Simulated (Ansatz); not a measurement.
All numbers below come from DFT PBE, scalar-relativistic, plane waves, PAW in Ansatz. Cutoff 420 eV, Γ-centred meshes of about 0.25 Å⁻¹ or finer for metals and 0.3 Å⁻¹ for insulators (2π included), Gaussian smearing. No spin polarisation.

Relaxed forms of La2SnO4:

Cell 1.

Space group R-3m:H (No. 166). a = 3.886 Å, b = 3.886 Å, c = 27.219 Å, α = 90.00°, β = 90.00°, γ = 120.00°
```csv
atom,site,symmetry,x,y,z
La,6c,3m,0.3333,0.6667,0.8918
Sn,3a,-3m,0.0000,0.0000,0.0000
O,6c,3m,0.3333,0.6667,0.8005
O,6c,3m,0.6667,0.3333,0.7196
```

Cell 2.

Space group I4/mmm (No. 139). a = 4.288 Å, b = 4.288 Å, c = 12.701 Å, α = 90.00°, β = 90.00°, γ = 90.00°
```csv
atom,site,symmetry,x,y,z
La,4e,4mm,0.0000,0.0000,0.3411
Sn,2a,4/mmm,0.0000,0.0000,0.0000
O,4c,mmm.,0.0000,0.5000,0.0000
O,4d,-4m2,0.0000,0.5000,0.2500
```

Cell 3.

Space group I4mm (No. 107). a = 4.092 Å, b = 4.092 Å, c = 14.578 Å, α = 90.00°, β = 90.00°, γ = 90.00°
```
atom  site  symmetry       x       y       z
  La    2a       4mm  0.0000  0.0000  0.3649
  La    2a       4mm  0.5000  0.5000  0.1918
  Sn    2a       4mm  0.0000  0.0000  0.0300
   O    4b      2mm. 0.0000  0.5000  0.4711
   O    4b      2mm. 0.5000  0.0000  0.2655
```

Their energies and Kohn–Sham gaps, in order of energy:

| row | ΔE (meV/atom) | gap on mesh (eV) |
| --- | --- | --- |
| a | 0 | 1.78 |
| b | 90 | 1.39 |
| c | 154 | none |

Problem. Which row belongs to which cell?

Solution. Row a is cell 3, row b is cell 1, row c is cell 2. Counting O atoms around La and Sn (those within 1.25 times the shortest such distance or 1.15 times the sum of covalent radii, 1.27 where that leaves under three; a plus sign parts nearer from farther groups; the shortest distance is added where it exceeds 1.18 times the sum of covalent radii; a slash parts the counts of unlike sites): cell 1 (R-3m, 17.0 Å³/atom) has La 7, Sn 6 from 2.7 Å; cell 2 (I4/mmm, 16.7 Å³/atom) has La 4+4, Sn 4; cell 3 (I4mm, 17.4 Å³/atom) has La 4/8, Sn 4.

Gaps are read on each cell's k mesh and can be smaller between its points; Kohn–Sham gaps at this level usually fall short of measured ones, and a small gap can close altogether. With atoms moved at random, cell 1 (by 79 meV/atom) fell into a lower structure and cell 3 came back. Cell 2 had no clear such test and can be a saddle point.
